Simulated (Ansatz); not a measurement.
**The polar optical mode of CaO at 4 GPa, worked through**

Computed with DFT LDA, scalar-relativistic, plane waves, PAW (Ansatz). Cutoff 420 eV, 8×8×8 k-points (Γ-centred), fixed occupations. No spin polarisation. Phonons by linear response, acoustic sum rule imposed.

The cell, relaxed at 4 GPa:
```
CELL_PARAMETERS angstrom
0.00000 2.33119 2.33119
2.33119 0.00000 2.33119
2.33119 2.33119 0.00000
ATOMIC_POSITIONS crystal
Ca 0.00000 0.00000 0.00000
O 0.50000 0.50000 0.50000
```

Linear response gives ν_TO = 311.8 cm⁻¹, Born charges ±2.388 e (positive on Ca) and ε∞ = 3.901. The primitive cell holds 25.337 Å³, and the masses are 40.078 and 15.999 amu.

Problem. Find ν_LO and the static dielectric constant.

Solution. The long-wave field adds a restoring force: ω_LO² − ω_TO² = Z*²e²/(ε_vac ε∞ μV). In these units ν_LO² − ν_TO² = 4.92064×10⁷ Z*²/(μ V ε∞) cm⁻², with μ = m₁m₂/(m₁ + m₂) = 11.434 amu: 248221 cm⁻². So ν_LO = √(311.8² + 248221) = 587.7 cm⁻¹, and the run gives 587.7. Lyddane–Sachs–Teller then gives ε0 = ε∞ (ν_LO/ν_TO)² = 13.86, against 13.86 in the run (it forms both from the same three quantities, so the match checks the arithmetic only). Between ν_TO and ν_LO the dielectric function is negative and an undamped crystal reflects fully: a reststrahlen band from 17.0 to 32.1 μm.

Problem. What do the Clausius–Mossotti polarisability and the Szigeti charge come to?

Solution. With the Lorentz local field, α = (3V/4π)(ε∞ − 1)/(ε∞ + 2) = 2.97 Å³ for the pair, and e_S = 3Z*/(ε∞ + 2) = 1.21 e. The Born charge includes the electrons' response to the dipole's own local field, and e_S takes that enhancement out. The Lorentz field assumes point-like polarisable ions, a fair picture at this small ε∞.

Problem. How strongly does a slow electron couple to the LO mode?

Solution. For one isotropic parabolic band, Fröhlich's constant is α_F = (1/ε∞ − 1/ε0) √(m* Ry/ħω_LO), with Ry = 13.606 eV, ħω_LO = 72.9 meV and m* in free-electron masses: α_F = 0.1842 × 13.66 × √m* = 2.52 √m*. The band mass isn't part of this run; for m* = 0.1, 0.3 and 1 it gives 0.80, 1.38, 2.52. In weak coupling the polaron lies α_F ħω_LO below the band edge (100 meV at m* = 0.3) with a mass m*(1 + α_F/6); past α_F of about 5 or 6 that expansion fails. A semilocal functional's ε∞ tends to be too large, which taken alone lowers α_F.

Cost: 1 run of about 0.24 core-minutes, on Arm Neoverse N1 (shared hosts).